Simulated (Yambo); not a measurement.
G0W0@PBEsol for a free-standing CdO₂H₂ monolayer (symmetry P-3m1, slab cell 17.3 Å high) in Yambo (6×6×1 mesh, 6 Ry block, plasmon pole, screening fixed), without a terminator:

| bands N in G | gap Γ → Γ (eV) | shift of the valence edge (eV) |
|---|---|---|
| 80 | 4.787 | -0.978 |
| 126 | 4.812 | -1.127 |
| 188 | 4.871 | -1.265 |

Question: Extrapolate both columns to infinite N with E(N) = E∞ + A/N, test the form, and compare with the terminator.

Answer: From two points, E∞ = (N2 E2 − N1 E1)/(N2 − N1). The two largest N give 4.99 eV for the gap and -1.55 eV for the shift; the two smallest give 4.86 eV and -1.39 eV. For the gap the slopes A are -5.5 and -23 eV: the form isn't reached, and its limit is uncertain. For the shift the slopes A are 33 and 53 eV: the form isn't reached, and its limit is uncertain. With the Bruneval-Gonze terminator and 188 bands the run gives 5.07 eV and -1.58 eV, 0.07 eV and 0.03 eV from the extrapolated values: the terminator too is an estimate of the remainder. Block, mesh and the bands in W are held fixed.

Spin-orbit coupling is included.

Geometry relaxed with PBEsol; primitive cell a = 3.509 Å, b = 3.509 Å, c = 17.300 Å, α = 90.00°, β = 90.00°, γ = 120.00°.

This is a model layer cut from the bulk structure; whether it is stable on its own was not checked.

A shift is the quasiparticle energy of the state minus its PBEsol energy.
